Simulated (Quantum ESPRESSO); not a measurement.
Hf₃NbNO₇ (made-up cell), HfAlZnGaO₆ (made-up cell) (calculated)

All values are calculated (Quantum ESPRESSO 7.5). Calculation on a made-up crystal cell, not a measurement, with one named mistake planted (healthy values lack it): periodic Kohn-Sham density functional theory in plane waves with PseudoDojo standard norm-conserving scalar-relativistic pseudopotentials, each functional with its own files (v0.5 for PBE, v0.4.1 for LDA and PBEsol), no spin polarisation, no spin-orbit coupling, atoms not relaxed, stress positive in tension, energies less a fixed whole-eV offset for each atom's element; levels are Kohn-Sham levels at fractions of this cell's reciprocal vectors, counted from the reference band (half the neutral cell's valence electrons, rounded up) at Gamma; error bars cover cutoff and k-mesh only, not smearing or the files; each bar is the largest change over components, and at least 0.002 eV, 0.002 eV per angstrom or 0.02 GPa; a charged cell sits in a uniform background, with energy and stress on this program's zero of potential; no dispersion term; energies are for the whole cell, and the offsets were chosen from early runs and are not element reference energies; a distance is the largest change of any value in units of its error bar (the energy's for the smearing term), a scale change is of lengths, and a coarse mesh keeps the half-step shift; machines and their load varied, so run times do not measure scaling.

Common to all entries: intended functional pbe; intended cutoff 1143 eV; intended fermi dirac smearing 0.025 eV; intended scf tolerance 1e-07 eV; intended electrons removed 0; healthy smearing term minus ts 0 eV; faulty run processor AMD EPYC, Zen 5 class, virtual cores; structure shown as intended, without the mistake.

Notes on all entries: the hafnium pseudopotential is less sure than the others, with forces about 3 percent (worst 6) and pressure in oxides about 1.5 GPa (worst 2.7) from a second method in checks, which the error bars do not cover.

(1) Hf₃NbNO₇ (made-up cell)

Intended structure:
```
CELL_PARAMETERS angstrom
4.80190 -0.05590 -0.05040
-0.05590 4.80560 0.00660
-0.06660 0.00870 6.19070
ATOMIC_POSITIONS crystal
Hf 0.98319 0.97562 0.00204
Hf 0.51440 0.48548 0.28194
Hf 0.98904 0.99691 0.50086
Nb 0.49076 0.48098 0.75052
N 0.29599 0.29549 0.00629
O 0.68074 0.71157 0.98154
O 0.81117 0.17426 0.25519
O 0.20798 0.82991 0.25409
O 0.32178 0.28828 0.51130
O 0.67761 0.71978 0.50602
O 0.78596 0.19551 0.75908
O 0.19306 0.78881 0.75611
```

* lattice type: rutile, doubled along c
* healthy free energy less offsets: -5.597 eV
* healthy scf iterations: 17
* healthy pressure: 17.85 GPa
* healthy stress xx: -15.32 GPa
* healthy stress yy: -14.68 GPa
* healthy stress zz: -23.55 GPa
* healthy stress yz: -1.72 GPa
* healthy stress xz: -6.27 GPa
* healthy stress xy: -9.33 GPa
* healthy reference band: 48
* fault kind: cell scaled
* fault scale change: -0.78 percent
* faulty run command: mpirun -np 4 pw.x -nk 4 -in in
* intended k mesh: 5 x 5 x 4, shifted by half a step
* faulty free energy less offsets: -5.154 eV
* faulty scf iterations: 17
* faulty smearing term minus ts: 0 eV
* faulty pressure: 24.93 GPa
* faulty stress xx: -21.74 GPa
* faulty stress yy: -21.05 GPa
* faulty stress zz: -32.02 GPa
* faulty stress yz: -2.02 GPa
* faulty stress xz: -6.809 GPa
* faulty stress xy: -10.07 GPa
* faulty reference band: 48
* other mistakes compared: 7
* distance from healthy: 261.6 error bars
* distance from nearest other mistake: 270.2 error bars
* healthy error bar energy: 0.004032 eV
* healthy error bar stress: 0.03238 GPa
* healthy error bar force: 0.002 eV/Å
* healthy error bar next band up: 0.002 eV
* faulty wall time of scf and band steps on a shared machine: 146.1 s

Atoms:
```csv
atoms element,atom site,atom energy offset (eV)
Hf,1,-1535
Hf,2,-1535
Hf,3,-1535
Nb,4,-1693
N,5,-283
O,6,-452
O,7,-452
O,8,-452
O,9,-452
O,10,-452
O,11,-452
O,12,-452
```

Healthy forces:
```csv
site,x (eV/Å),y (eV/Å),z (eV/Å)
1,2.827,1.347,-0.259
2,-1.294,-0.286,-7.07
3,1.711,-0.63,1.291
4,-1.944,-0.79,8.059
5,1.872,2.223,-2.091
6,-1.357,-2.092,0.709
7,-1.784,2.323,0.054
8,0.375,-1.942,1.332
9,-1.072,-0.316,-0.458
10,0.278,-0.278,1.104
11,0.338,0.726,-1.461
12,0.049,-0.284,-1.21
```

Healthy levels:
```csv
level k point,next band up (eV)
Gamma,1.797
"(1/2,1/2,1/2)",2.076
"(0.15,0,0)",1.904
"(0,0.15,0)",1.9
"(0,0,0.15)",1.856
```

Faulty forces:
```csv
site,x (eV/Å),y (eV/Å),z (eV/Å)
1,3,1.448,-0.2903
2,-1.31,-0.2771,-7.556
3,1.85,-0.6107,1.464
4,-1.975,-0.7398,8.298
5,1.838,2.238,-2.067
6,-1.521,-2.183,0.8218
7,-1.964,2.526,-0.05145
8,0.5997,-2.116,1.39
9,-1.277,-0.5421,-0.5151
10,0.28,-0.1566,1.28
11,0.3323,0.787,-1.519
12,0.1464,-0.3746,-1.254
```

Faulty levels:
```csv
level k point,next band up (eV)
Gamma,1.873
"(1/2,1/2,1/2)",2.162
"(0.15,0,0)",1.986
"(0,0.15,0)",1.981
"(0,0,0.15)",1.933
```

(2) HfAlZnGaO₆ (made-up cell)

Intended structure:
```
CELL_PARAMETERS angstrom
2.49570 1.43030 4.61650
-2.57740 1.44730 4.65640
-0.02610 -2.97470 4.66760
ATOMIC_POSITIONS crystal
Zn 0.35257 0.31548 0.39358
Ga 0.16789 0.14585 0.14170
Al 0.64083 0.64640 0.63630
Hf 0.85677 0.84995 0.84993
O 0.55696 0.94296 0.25759
O 0.26263 0.56677 0.92571
O 0.98081 0.21088 0.57339
O 0.43969 0.07684 0.73506
O 0.76289 0.41686 0.07032
O 0.01755 0.75553 0.48246
```

- lattice type: corundum
- healthy free energy less offsets: 1.448 eV
- healthy scf iterations: 12
- healthy pressure: 13.4 GPa
- healthy stress xx: -13.63 GPa
- healthy stress yy: -14.89 GPa
- healthy stress zz: -11.69 GPa
- healthy stress yz: 3.34 GPa
- healthy stress xz: -1.35 GPa
- healthy stress xy: 0.13 GPa
- healthy reference band: 42
- fault kind: coarse kmesh
- fault k points along each vector: 1
- faulty run command: pw.x -nk 1 -in in
- intended k mesh: 5 x 5 x 5, shifted by half a step
- faulty free energy less offsets: 0.6881 eV
- faulty scf iterations: 12
- faulty smearing term minus ts: 0 eV
- faulty pressure: 12.51 GPa
- faulty stress xx: -14.01 GPa
- faulty stress yy: -15.56 GPa
- faulty stress zz: -7.977 GPa
- faulty stress yz: 3.552 GPa
- faulty stress xz: -2.292 GPa
- faulty stress xy: -0.1204 GPa
- faulty reference band: 42
- other mistakes compared: 7
- distance from healthy: 421 error bars
- distance from nearest other mistake: 424.5 error bars
- healthy error bar energy: 0.002715 eV
- healthy error bar stress: 0.03036 GPa
- healthy error bar force: 0.002 eV/Å
- healthy error bar next band up: 0.002 eV
- faulty wall time of scf and band steps on a shared machine: 39.4 s

Atoms:
```csv
atoms element,atom site,atom energy offset (eV)
Zn,1,-5687
Ga,2,-2080
Al,3,-64
Hf,4,-1535
O,5,-452
O,6,-452
O,7,-452
O,8,-452
O,9,-452
O,10,-452
```

Healthy forces:
```csv
site,x (eV/Å),y (eV/Å),z (eV/Å)
1,-2.162,3.854,0.121
2,-0.674,-0.607,-1.524
3,0.781,-0.173,1.254
4,-0.104,-2.03,-0.536
5,1.027,-1.34,-0.672
6,2.001,0.481,0.685
7,-3.799,1.71,0.427
8,2.512,-4.567,2.435
9,-0.318,0.741,0.137
10,0.736,1.931,-2.327
```

Healthy levels:
```csv
level k point,next band up (eV)
Gamma,3.047
"(1/2,1/2,1/2)",4.335
"(0.15,0,0)",3.497
"(0,0.15,0)",3.511
"(0,0,0.15)",3.527
```

Faulty forces:
```csv
site,x (eV/Å),y (eV/Å),z (eV/Å)
1,-2.13,3.878,0.2732
2,-0.6028,-0.5363,-1.457
3,0.8539,-0.236,1.187
4,0.2244,-2.324,-0.2313
5,1.049,-1.344,-0.9407
6,2.34,0.2962,0.4387
7,-4.51,1.942,0.3069
8,2.315,-5.1,2.494
9,-0.6176,0.6511,0.1299
10,1.078,2.773,-2.201
```

Faulty levels:
```csv
level k point,next band up (eV)
Gamma,3.021
"(1/2,1/2,1/2)",4.281
"(0.15,0,0)",3.467
"(0,0.15,0)",3.482
"(0,0,0.15)",3.498
```

(3) HfAlZnGaO₆ (made-up cell)

Structure as in entry 2.

- lattice type: corundum
- healthy free energy less offsets: 1.448 eV
- healthy scf iterations: 12
- healthy pressure: 13.4 GPa
- healthy stress xx: -13.63 GPa
- healthy stress yy: -14.89 GPa
- healthy stress zz: -11.69 GPa
- healthy stress yz: 3.34 GPa
- healthy stress xz: -1.35 GPa
- healthy stress xy: 0.13 GPa
- healthy reference band: 42
- fault kind: wrong functional
- fault functional: pbesol
- faulty run command: mpirun -np 4 pw.x -nk 4 -in in
- intended k mesh: 5 x 5 x 5, shifted by half a step
- faulty free energy less offsets: 16.69 eV
- faulty scf iterations: 11
- faulty smearing term minus ts: 0 eV
- faulty pressure: 6.325 GPa
- faulty stress xx: -6.567 GPa
- faulty stress yy: -7.688 GPa
- faulty stress zz: -4.721 GPa
- faulty stress yz: 3.191 GPa
- faulty stress xz: -1.097 GPa
- faulty stress xy: 0.1188 GPa
- faulty reference band: 42
- other mistakes compared: 7
- distance from healthy: 5614 error bars
- distance from nearest other mistake: 1453 error bars
- healthy error bar energy: 0.002715 eV
- healthy error bar stress: 0.03036 GPa
- healthy error bar force: 0.002 eV/Å
- healthy error bar next band up: 0.002 eV
- faulty wall time of scf and band steps on a shared machine: 117.8 s

Atoms:
```csv
atoms element,atom site,atom energy offset (eV)
Zn,1,-5687
Ga,2,-2080
Al,3,-64
Hf,4,-1535
O,5,-452
O,6,-452
O,7,-452
O,8,-452
O,9,-452
O,10,-452
```

Healthy forces:
```csv
site,x (eV/Å),y (eV/Å),z (eV/Å)
1,-2.162,3.854,0.121
2,-0.674,-0.607,-1.524
3,0.781,-0.173,1.254
4,-0.104,-2.03,-0.536
5,1.027,-1.34,-0.672
6,2.001,0.481,0.685
7,-3.799,1.71,0.427
8,2.512,-4.567,2.435
9,-0.318,0.741,0.137
10,0.736,1.931,-2.327
```

Healthy levels:
```csv
level k point,next band up (eV)
Gamma,3.047
"(1/2,1/2,1/2)",4.335
"(0.15,0,0)",3.497
"(0,0.15,0)",3.511
"(0,0,0.15)",3.527
```

Faulty forces:
```csv
site,x (eV/Å),y (eV/Å),z (eV/Å)
1,-2.017,3.648,0.1015
2,-0.6799,-0.577,-1.467
3,0.7688,-0.1684,1.278
4,-0.06598,-1.911,-0.5855
5,0.9087,-1.186,-0.7289
6,1.827,0.3806,0.5449
7,-3.557,1.658,0.3692
8,2.457,-4.398,2.411
9,-0.3139,0.7551,0.2193
10,0.6725,1.798,-2.142
```

Faulty levels:
```csv
level k point,next band up (eV)
Gamma,2.979
"(1/2,1/2,1/2)",4.266
"(0.15,0,0)",3.438
"(0,0.15,0)",3.451
"(0,0,0.15)",3.468
```

(4) HfAlZnGaO₆ (made-up cell)

Structure as in entry 2.

- lattice type: corundum
- healthy free energy less offsets: 1.448 eV
- healthy scf iterations: 12
- healthy pressure: 13.4 GPa
- healthy stress xx: -13.63 GPa
- healthy stress yy: -14.89 GPa
- healthy stress zz: -11.69 GPa
- healthy stress yz: 3.34 GPa
- healthy stress xz: -1.35 GPa
- healthy stress xy: 0.13 GPa
- healthy reference band: 42
- fault kind: wrong charge
- fault electrons removed: -1
- faulty run command: mpirun -np 4 pw.x -nk 4 -in in
- intended k mesh: 5 x 5 x 5, shifted by half a step
- faulty free energy less offsets: 15.73 eV
- faulty scf iterations: 13
- faulty smearing term minus ts: -0.008884 eV
- faulty pressure: 48.54 GPa
- faulty stress xx: -48.48 GPa
- faulty stress yy: -51.81 GPa
- faulty stress zz: -45.33 GPa
- faulty stress yz: 4.263 GPa
- faulty stress xz: -3.237 GPa
- faulty stress xy: 0.9823 GPa
- faulty reference band: 42
- other mistakes compared: 7
- distance from healthy: 5263 error bars
- distance from nearest other mistake: 1453 error bars
- healthy error bar energy: 0.002715 eV
- healthy error bar stress: 0.03036 GPa
- healthy error bar force: 0.002 eV/Å
- healthy error bar next band up: 0.002 eV
- faulty wall time of scf and band steps on a shared machine: 136.7 s

Atoms:
```csv
atoms element,atom site,atom energy offset (eV)
Zn,1,-5687
Ga,2,-2080
Al,3,-64
Hf,4,-1535
O,5,-452
O,6,-452
O,7,-452
O,8,-452
O,9,-452
O,10,-452
```

Healthy forces:
```csv
site,x (eV/Å),y (eV/Å),z (eV/Å)
1,-2.162,3.854,0.121
2,-0.674,-0.607,-1.524
3,0.781,-0.173,1.254
4,-0.104,-2.03,-0.536
5,1.027,-1.34,-0.672
6,2.001,0.481,0.685
7,-3.799,1.71,0.427
8,2.512,-4.567,2.435
9,-0.318,0.741,0.137
10,0.736,1.931,-2.327
```

Healthy levels:
```csv
level k point,next band up (eV)
Gamma,3.047
"(1/2,1/2,1/2)",4.335
"(0.15,0,0)",3.497
"(0,0.15,0)",3.511
"(0,0,0.15)",3.527
```

Faulty forces:
```csv
site,x (eV/Å),y (eV/Å),z (eV/Å)
1,-2.132,3.84,0.07995
2,-0.4759,-0.4864,-1.757
3,0.6531,-0.1692,1.36
4,-0.1972,-2.157,-0.8579
5,1.981,-1.368,0.2701
6,1.37,0.9388,0.962
7,-3.714,0.9014,0.7671
8,2.685,-3.292,1.807
9,-1.099,0.6986,-0.2745
10,0.93,1.093,-2.357
```

Faulty levels:
```csv
level k point,next band up (eV)
Gamma,3.056
"(1/2,1/2,1/2)",4.421
"(0.15,0,0)",3.527
"(0,0.15,0)",3.538
"(0,0,0.15)",3.553
```

(5) HfAlZnGaO₆ (made-up cell)

Structure as in entry 2.

- lattice type: corundum
- healthy free energy less offsets: 1.448 eV
- healthy scf iterations: 12
- healthy pressure: 13.4 GPa
- healthy stress xx: -13.63 GPa
- healthy stress yy: -14.89 GPa
- healthy stress zz: -11.69 GPa
- healthy stress yz: 3.34 GPa
- healthy stress xz: -1.35 GPa
- healthy stress xy: 0.13 GPa
- healthy reference band: 42
- fault kind: cell scaled
- fault scale change: 1.75 percent
- faulty run command: mpirun -np 4 pw.x -nk 4 -in in
- intended k mesh: 5 x 5 x 5, shifted by half a step
- faulty stress xz: ?

Atoms:
```csv
atoms element,atom site,atom energy offset (eV)
Zn,1,-5687
Ga,2,-2080
Al,3,-64
Hf,4,-1535
O,5,-452
O,6,-452
O,7,-452
O,8,-452
O,9,-452
O,10,-452
```

Healthy forces:
```csv
site,x (eV/Å),y (eV/Å),z (eV/Å)
1,-2.162,3.854,0.121
2,-0.674,-0.607,-1.524
3,0.781,-0.173,1.254
4,-0.104,-2.03,-0.536
5,1.027,-1.34,-0.672
6,2.001,0.481,0.685
7,-3.799,1.71,0.427
8,2.512,-4.567,2.435
9,-0.318,0.741,0.137
10,0.736,1.931,-2.327
```

Healthy levels:
```csv
level k point,next band up (eV)
Gamma,3.047
"(1/2,1/2,1/2)",4.335
"(0.15,0,0)",3.497
"(0,0.15,0)",3.511
"(0,0,0.15)",3.527
```

Q: HfAlZnGaO₆ (made-up cell) (entry 5): faulty stress xz?
A: -0.3933 GPa

Further results for HfAlZnGaO₆ (made-up cell) (entry 5):

* faulty free energy less offsets: 1.191 eV
* faulty scf iterations: 12
* faulty smearing term minus ts: 0 eV
* faulty pressure: 1.874 GPa
* faulty stress xx: -2.467 GPa
* faulty stress yy: -2.552 GPa
* faulty stress zz: -0.6028 GPa
* faulty stress yz: 2.888 GPa
* faulty stress xy: 0.1523 GPa
* faulty reference band: 42
* other mistakes compared: 7
* distance from healthy: 406.3 error bars
* distance from nearest other mistake: 408.8 error bars
* healthy error bar energy: 0.002715 eV
* healthy error bar stress: 0.03036 GPa
* healthy error bar force: 0.002 eV/Å
* healthy error bar next band up: 0.002 eV
* faulty wall time of scf and band steps on a shared machine: 157.4 s

Faulty forces:
```csv
site,x (eV/Å),y (eV/Å),z (eV/Å)
1,-1.748,3.2,0.146
2,-0.7105,-0.5056,-1.431
3,0.5812,-0.1563,1.118
4,0.07275,-1.454,-0.6033
5,1.033,-1.082,-0.7471
6,1.528,0.5787,0.4415
7,-3.263,1.277,0.1765
8,2.34,-4.068,2.312
9,-0.2763,0.8279,0.397
10,0.4436,1.383,-1.81
```

Faulty levels:
```csv
level k point,next band up (eV)
Gamma,2.671
"(1/2,1/2,1/2)",4.014
"(0.15,0,0)",3.129
"(0,0.15,0)",3.139
"(0,0,0.15)",3.158
```
